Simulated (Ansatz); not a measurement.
# KCu4O8: relaxation (Ansatz)

input.yaml:

```yaml
crystal:
  lattice:
    - [0.0, 0.0, 3.07218774]
    - [4.85586425, -4.85586425, 1.53609387]
    - [4.85586425, 4.85586425, -1.53609387]
  atoms:
    - { symbol: O, position: [0.1578, 0.388, 0.7036] }
    - { symbol: O, position: [0.5458, 0.2964, 0.388] }
    - { symbol: O, position: [0.8422, 0.612, 0.2964] }
    - { symbol: O, position: [0.4542, 0.7036, 0.612] }
    - { symbol: K, position: [0.5, 0.0, 0.0] }
    - { symbol: Cu, position: [0.1677, 0.1825, 0.5179], spin: 1.0 }
    - { symbol: Cu, position: [0.3502, 0.4821, 0.1825], spin: -1.0 }
    - { symbol: Cu, position: [0.8323, 0.8175, 0.4821], spin: 1.0 }
    - { symbol: Cu, position: [0.6498, 0.5179, 0.8175], spin: -1.0 }
    - { symbol: O, position: [0.1985, 0.9493, 0.3463] }
    - { symbol: O, position: [0.1478, 0.6537, 0.9493] }
    - { symbol: O, position: [0.8015, 0.0507, 0.6537] }
    - { symbol: O, position: [0.8522, 0.3463, 0.0507] }
  symmetry: { detect: false, time_reversal: true }
kpoints:
  mp_grid: { grid: [6, 6, 6], shift: [0, 0, 0] }
magnetization:
  spin_polarized: true
scf:
  occupations: { method: gaussian, width: 0.0156 }
  lower_state_search: "off"
hamiltonian:
  pseudopotentials: { kind: paw }
  xc: pbe
  hubbard:
    projectors: all-electron-ortho-atomic
    sites: [{ species: Cu, l: d, u_eff: 1.75 }]
basis:
  ecutwfc: 420
  fft_grid_basis: typed
relax:
  max_steps: 80
  cell: { p_target: 0.0 }
output:
  forces: true
  stress: true
  eigenvalues: true
  bader: true
  populations: true
  elf: true
  write_potential: true
  volumetric_format: npy
  dos:
    e_range: [-12, 8]
    de: 0.05
    projected: { site_lists: { Cu: [Cu], K: [K], O: [O] } }
checkpoint:
  read: saved_state
```

Launch command:

```bash
ansatz run input.yaml --threads 2 --pin off --max-ram 4096MiB --backend cpu --events-out ev --progress --plain --runs-dir out
```

Origin of the cell: a known structure type with other elements, at an estimated volume, so it need not be a known compound.

The saved state is a converged single point of the same cell.

The program first moved the atoms by about 0.01 Å at random, to leave a saddle point that the symmetry would hold.

Steps («new basis» is an SCF on plane waves selected anew at the same cell):

```csv
step,ΔF (meV/atom),max force component (eV/Å),P (GPa),volume (Å³),SCF iterations,step was
1,0.0,0.488,-2.89,144.88,37,accepted
2,-8.3,0.255,-1.98,145.08,19,accepted
3,-11.5,0.085,1.13,142.21,29,accepted
4,-11.8,0.018,-0.10,143.64,17,accepted
5,-11.8,0.010,-0.01,143.50,27,accepted
6,-11.9,0.002,0.00,143.51,18,accepted
7,-11.5,0.002,-0.05,143.51,13,new basis
8,-11.5,0.001,0.00,143.50,12,accepted
9,-11.6,0.001,0.00,143.50,10,new basis
```

Step 1, with forces in eV/Å:

```xyz
13
Lattice="0.000 0.000 3.072 4.856 -4.856 1.536 4.856 4.856 -1.536" Properties=species:S:1:pos:R:3:forces:R:3 pbc="T T T" step=1
O     5.302    1.523   -0.002   -0.151    0.425    0.111
O     3.325    0.454    1.540   -0.388   -0.166   -0.062
O     4.407   -1.524    3.076    0.060   -0.379   -0.076
O     6.390   -0.438    1.544    0.347    0.002   -0.068
K     0.006    0.004    1.543   -0.013    0.005   -0.010
Cu    3.400    1.639   -0.001    0.325   -0.018    0.060
Cu    3.219   -1.454    1.531   -0.005    0.384    0.118
Cu    6.303   -1.622    3.072   -0.197   -0.153    0.091
Cu    6.478    1.454    1.544    0.230   -0.195   -0.174
O     6.300   -2.926    1.540    0.309    0.406   -0.044
O     7.789    1.439   -0.008   -0.436    0.403    0.081
O     3.417    2.919    1.534   -0.381   -0.225    0.002
O     1.930   -1.426    3.072    0.298   -0.488   -0.029
```

Step 2, with forces in eV/Å:

```xyz
13
Lattice="0.000 -0.001 3.043 4.881 -4.884 1.523 4.881 4.885 -1.522" Properties=species:S:1:pos:R:3:forces:R:3 pbc="T T T" step=2
O     5.320    1.573    0.001   -0.134    0.198    0.075
O     3.305    0.445    1.526   -0.190   -0.144   -0.043
O     4.442   -1.572    3.047    0.053   -0.179   -0.058
O     6.460   -0.434    1.528    0.159    0.037   -0.046
K    -0.003    0.009    1.520    0.008   -0.008    0.001
Cu    3.421    1.641    0.000    0.178    0.045    0.042
Cu    3.244   -1.459    1.519   -0.081    0.199    0.089
Cu    6.337   -1.628    3.044   -0.057   -0.174    0.071
Cu    6.509    1.458    1.530    0.233   -0.032   -0.136
O     6.356   -2.927    1.525    0.068    0.236   -0.029
O     7.812    1.477   -0.004   -0.255    0.106    0.061
O     3.413    2.924    1.521   -0.137   -0.112   -0.004
O     1.956   -1.467    3.044    0.155   -0.174   -0.022
```

Step 3, with forces in eV/Å:

```xyz
13
Lattice="0.000 0.000 3.027 4.846 -4.845 1.514 4.849 4.848 -1.514" Properties=species:S:1:pos:R:3:forces:R:3 pbc="T T T" step=3
O     5.283    1.618    0.003   -0.033   -0.060   -0.016
O     3.232    0.438    1.514    0.067   -0.029    0.012
O     4.411   -1.610    3.027    0.045    0.059    0.011
O     6.458   -0.431    1.515   -0.057    0.046    0.005
K     0.000    0.005    1.513    0.001   -0.005    0.002
Cu    3.403    1.633    0.001   -0.051   -0.004   -0.008
Cu    3.217   -1.442    1.515    0.012   -0.050   -0.015
Cu    6.291   -1.625    3.029    0.048    0.015   -0.013
Cu    6.478    1.450    1.515   -0.025    0.037    0.007
O     6.307   -2.888    1.514   -0.020   -0.085    0.007
O     7.741    1.463    0.000    0.080   -0.012    0.001
O     3.388    2.897    1.515    0.017    0.071    0.002
O     1.954   -1.456    3.028   -0.085    0.016    0.004
```

Step 4, with forces in eV/Å:

```xyz
13
Lattice="0.000 0.000 3.016 4.880 -4.880 1.508 4.880 4.880 -1.508" Properties=species:S:1:pos:R:3:forces:R:3 pbc="T T T" step=4
O     5.308    1.618    0.002    0.017   -0.004   -0.002
O     3.264    0.432    1.509    0.005    0.018    0.000
O     4.450   -1.612    3.016   -0.018    0.006    0.000
O     6.494   -0.426    1.509   -0.005   -0.017   -0.001
K     0.003    0.000    1.509   -0.007    0.007   -0.001
Cu    3.421    1.639    0.001   -0.009    0.000   -0.001
Cu    3.243   -1.455    1.509    0.007   -0.010    0.000
Cu    6.337   -1.632    3.016    0.011   -0.004    0.000
Cu    6.515    1.462    1.509    0.010    0.007   -0.006
O     6.356   -2.910    1.508   -0.016    0.003    0.002
O     7.793    1.480    0.000   -0.006   -0.017    0.007
O     3.403    2.917    1.509    0.011   -0.003    0.002
O     1.966   -1.474    3.017    0.000    0.014    0.001
```

Step 9, with forces in eV/Å:

```xyz
13
Lattice="0.000 0.000 3.010 4.883 -4.883 1.505 4.883 4.883 -1.505" Properties=species:S:1:pos:R:3:forces:R:3 pbc="T T T" step=9
O     5.314    1.618    0.001    0.000    0.000    0.000
O     3.267    0.435    1.506    0.000    0.000    0.000
O     4.451   -1.612    3.011    0.000    0.000    0.000
O     6.497   -0.428    1.506    0.000    0.000    0.000
K     0.000    0.003    1.506    0.000    0.000    0.000
Cu    3.424    1.641    0.001    0.001    0.000    0.000
Cu    3.245   -1.455    1.506    0.000    0.001    0.000
Cu    6.341   -1.635    3.011   -0.001    0.000    0.000
Cu    6.520    1.462    1.506    0.000   -0.001    0.000
O     6.357   -2.911    1.506    0.000    0.000    0.000
O     7.797    1.478    0.001    0.000    0.000    0.000
O     3.408    2.918    1.506    0.000    0.000    0.000
O     1.968   -1.471    3.011    0.000    0.000    0.000
```

```
Free energy lowered by  : 11.6 meV/atom
Volume change           : -0.95 %
Final pressure          : 0.00 GPa
Relaxation steps listed : 9
```

Caveats: a starting moment was lost; the displaced walk ended near the symmetry of the start; the k mesh is coarse if the cell is a metal; the program displaced the start to leave a saddle point.

It ran for 21 min on 2 threads of AMD EPYC 9R45 96-Core Processor (Zen 5), on a shared host, peak memory 2.4 GiB, from a saved density.
